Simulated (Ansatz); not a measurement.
HfSi₂:
```xyz
3
Lattice="4.0603 0.0000 0.0000 -2.0302 3.5164 0.0000 0.0000 0.0000 3.4714" Properties=species:S:1:pos:R:3 pbc="T T T"
Hf     0.0000     0.0000     0.0000
Si     0.0000     2.3442     1.7357
Si     2.0302     1.1721     1.7357
```

Relaxed with PBE. Special points in fractions of this cell's reciprocal vectors: Γ (0.000, 0.000, 0.000); M (0.500, 0.000, 0.000); K (0.333, 0.333, 0.000); A (0.000, 0.000, 0.500); L (0.500, 0.000, 0.500); H (0.333, 0.333, 0.500).

Task: List the band energies nearest the Fermi level at these points for DFT-PBE in the program Ansatz with PAW potentials.

Result: In eV from the Fermi level; about four levels below and three above (degenerate sets whole), none deeper than 8.9 eV; points with the same levels are listed once.

| k | below | above |
|---|---|---|
| Γ | -4.42 -4.42 -2.22 -1.82 -1.14 | 0.39 0.39 1.79 1.79 |
| M | -4.49 -3.96 -1.92 | 1.08 1.15 1.30 |
| K | -7.39 -1.13 -1.13 -0.16 | 0.05 0.05 4.15 |
| A | -2.47 -2.47 -0.70 -0.70 | 0.25 1.80 4.02 |
| L | -5.17 -4.64 -4.36 -0.47 | 1.47 2.10 3.07 |
| H | -5.24 -4.12 -4.12 -0.69 | 1.74 1.74 3.01 3.01 |

Space group P6/mmm. The cell is a constructed one: a structure type filled with these elements; neither database checked (COD, Materials Project) lists it. COD files the formula under space group No. 63, so this cell is another polymorph or a model. Its standing as an ambient phase is unchecked. Symmetry was held in the PBE relaxation; its stability against distortions is not shown here. The run is not spin-polarised. Spin–orbit coupling is left out wherever it is not named.

Potentials: the later of the program's two PAW sets.
